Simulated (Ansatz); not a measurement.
Relaxed-ion elastic tensor of LaAg (CsCl type, Pm-3m) in GPa (Voigt order), LDA in the plane-wave PAW code Ansatz; density 8.05 g/cm³, 25.46 Å³ per atom.

```
71.0  61.1  61.1   0.0   0.0   0.0
61.1  71.0  61.1   0.0   0.0   0.0
61.1  61.1  71.0   0.0   0.0   0.0
 0.0   0.0   0.0  24.5   0.0   0.0
 0.0   0.0   0.0   0.0  24.5   0.0
 0.0   0.0   0.0   0.0   0.0  24.5
```

Question: Is the crystal mechanically stable?

Answer: Yes: the smallest eigenvalue of C is 9.9 GPa.

Question: Work out the Voigt, Reuss and Hill averages.

Answer: K_V = 64.4, K_R = 64.4, K_H = 64.4; G_V = 16.7, G_R = 9.5, G_H = 13.1 GPa.

Question: Give Young's modulus, Poisson's ratio, Pugh's ratio and the universal anisotropy index.

Answer: E = 9KG/(3K + G) = 36.8 GPa; ν = 0.40; K/G = 4.93 (ductile by the Pugh limit of 1.75); A_U = 5G_V/G_R + K_V/K_R − 6 = 3.77.

Question: Estimate the sound speeds and the Debye temperature.

Answer: v_l = √((K + 4G/3)/ρ) = 3190 m/s, v_t = √(G/ρ) = 1270 m/s, mean 1440 m/s; Θ = (h/k)(3n/4πV)^(1/3) v_m = 146 K.

Question: Give the Zener ratio and Young's modulus along [100], [110] and [111].

Answer: A = 2C44/(C11 − C12) = 4.94; 1/E = S11 − 2(S11 − S12 − S44/2)Γ with Γ = 0, 1/4, 1/3 gives 14.5, 34.8, 65.2 GPa.

The workflow started from an entry of the Crystallography Open Database (COD). Its standing as an ambient phase is unchecked. The cell was relaxed with LDA under the symmetry of its start; of distortions, only those at the zone centre were tested. No spin polarisation was allowed. As this level gives no gap, shear constants depend on the k-mesh and smearing (Fermi–Dirac, 0.1 eV here). Scalar-relativistic: spin–orbit coupling is off unless named, which matters more the heavier the elements.

Potentials: the later of the program's two PAW sets.
